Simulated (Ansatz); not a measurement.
VPt:
```cif
data_PtV
_chemical_formula_sum 'Pt1 V1'
_space_group_name_H-M_alt 'P4/mmm'
_space_group_IT_number 123
_space_group_name_Hall '-P 4 2'
_cell_length_a 2.66990
_cell_length_b 2.66990
_cell_length_c 3.86537
_cell_angle_alpha 90.000
_cell_angle_beta 90.000
_cell_angle_gamma 90.000
loop_
_atom_site_label
_atom_site_type_symbol
_atom_site_symmetry_multiplicity
_atom_site_Wyckoff_symbol
_atom_site_fract_x
_atom_site_fract_y
_atom_site_fract_z
_atom_site_occupancy
Pt1 Pt 1 a 0.00000 0.00000 0.00000 1
V1 V 1 d 0.50000 0.50000 0.50000 1
```

Relaxed at zero pressure with DFT-PBEsol in the program Ansatz with PAW potentials.

Q: The volume is lowered by 9 % and shape and atoms relax at that volume. What pressure results, and how do the axes share the change?

A: 31.7 GPa; a -3.0 %, b -3.0 %, c -3.3 %; the energy rises by 112 meV/atom.

Q: Give the new structure.

A: 
Space group P4/mmm (No. 123); a = 2.5906 Å, b = 2.5906 Å, c = 3.7361 Å, α = 90.00°, β = 90.00°, γ = 90.00°

```tsv
atom	site	symmetry	x	y	z
Pt	1a	4/mmm	0.0000	0.0000	0.0000
V	1d	4/mmm	0.5000	0.5000	0.5000
```

The phase is kept; no other phase was compared at this pressure.

The workflow started from an entry of the Crystallography Open Database (COD). Its standing as an ambient phase is unchecked. The PBEsol relaxation kept the symmetry of its start; of distortions, only those at the zone centre were tested. The workflow began spin-polarised and lost its moments. Axis ratios of metals converge slowly with the k-mesh, so a and c are less sure than the volume. Scalar-relativistic: spin–orbit coupling is off unless named, which matters more the heavier the elements.

Potentials: the later of the program's two PAW sets.
